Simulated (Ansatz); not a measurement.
CaO:
```cif
data_Ca2O2
_chemical_formula_sum 'Ca2 O2'
_space_group_name_H-M_alt 'P63/mmc'
_space_group_IT_number 194
_space_group_name_Hall '-P 6c 2c'
_cell_length_a 3.98094
_cell_length_b 3.98094
_cell_length_c 4.77007
_cell_angle_alpha 90.000
_cell_angle_beta 90.000
_cell_angle_gamma 120.000
loop_
_atom_site_label
_atom_site_type_symbol
_atom_site_symmetry_multiplicity
_atom_site_Wyckoff_symbol
_atom_site_fract_x
_atom_site_fract_y
_atom_site_fract_z
_atom_site_occupancy
Ca1 Ca 2 d 0.66667 0.33333 0.25000 1
O1 O 2 c 0.33333 0.66667 0.25000 1
```

Relaxed with r²SCAN. Plane-wave PAW r²SCAN (Ansatz code) gives a gap of 3.63 eV.

**Question.** What gap does HSE06 give on the same cell (Ansatz, PAW)?

**Answer.** 4.58 eV, 0.95 eV more. The hybrid was solved on a coarser mesh and at special points; its gap is the smallest among all of these.

| k | v1 r²SCAN | c1 r²SCAN | v1 HSE06 | c1 HSE06 |
|---|---|---|---|---|
| Γ | 0.00 | 3.63 | 0.00 | 4.58 |
| A | -1.29 | 5.47 | -1.34 | 6.49 |
| K | -0.28 | 4.49 | ___ | ___ |
| H | -0.91 | 5.24 | ___ | ___ |
| M | -0.38 | 5.15 | ___ | ___ |
| L | -0.75 | 5.85 | ___ | ___ |

**Question.** Top valence (v1) and lowest conduction level (c1) in eV from each method's valence maximum (which need not be a listed point): supply the withheld HSE06 values.

**Answer.** 
- H, v1 HSE06: -0.96
- H, c1 HSE06: 6.38
- M, v1 HSE06: -0.39
- M, c1 HSE06: 6.26
- K, v1 HSE06: -0.29
- K, c1 HSE06: 5.60
- L, v1 HSE06: -0.79
- L, c1 HSE06: 6.98

Cost on shared cores: the r²SCAN run (SCF on a 8×8×6 mesh, then bands and DOS) roughly 40 core-seconds, the HSE06 run (SCF on 6×6×4, then a few points) roughly 3 core-minutes; the tasks are unlike.

Space group P6_3/mmc. The start of the workflow was typed in or built on a structure type; the Crystallography Open Database copy checked does not list it. It is not the phase usual at ambient conditions (space group No. 225). The r²SCAN relaxation kept the symmetry of its start; its stability against distortions is not shown here.

Potentials: the later of the program's two PAW sets.
